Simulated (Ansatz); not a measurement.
Data:

Rb2Te2Pt:
```yaml
crystal:
  lattice:
    - [-2.00956, 4.08824, 5.38356]
    - [2.00956, -4.08824, 5.38356]
    - [2.00956, 4.08824, -5.38356]
  atoms:
    - { symbol: Rb, position: [0.70247, 0.20247, 0.50000] }
    - { symbol: Rb, position: [0.29753, 0.79753, 0.50000] }
    - { symbol: Te, position: [0.21332, 0.50000, 0.71332] }
    - { symbol: Te, position: [0.78668, 0.50000, 0.28668] }
    - { symbol: Pt, position: [0.00000, 0.00000, 0.00000] }
```

This is the r²SCAN-relaxed structure. x, y and z are the axes in which the lattice vectors are written.

### Question
All from DFT-r²SCAN in the program Ansatz with PAW potentials, unless another level is named. Give the smallest direct gap on the standard path.

### Answer
1.67 eV.

### Question
Predict the band gap.

### Answer
1.17 eV (indirect).

### Question
Predict the formation energy from the elements (no fitted shifts).

### Answer
-0.96 eV/atom.

### Question
And the electron effective mass?

### Answer
0.26, 0.39, 3.0 mₑ (principal values).

### Question
What about the conduction-band minimum?

### Answer
off the standard path, at k = (-0.122, 0.120, -0.380) in fractions of the reciprocal vectors.

Space group Immm. The first step of the workflow began from a Materials Project structure, measured or hypothetical; the Crystallography Open Database copy checked does not list it. Whether it is the stable phase at ambient conditions was not checked. Symmetry was held in the r²SCAN relaxation; whether a distortion lowers the energy is not shown. The run is not spin-polarised. The references are the lowest solids computed at this level, not always the standard phases. Spin–orbit coupling is left out wherever it is not named.

Potentials: the later of the program's two PAW sets.
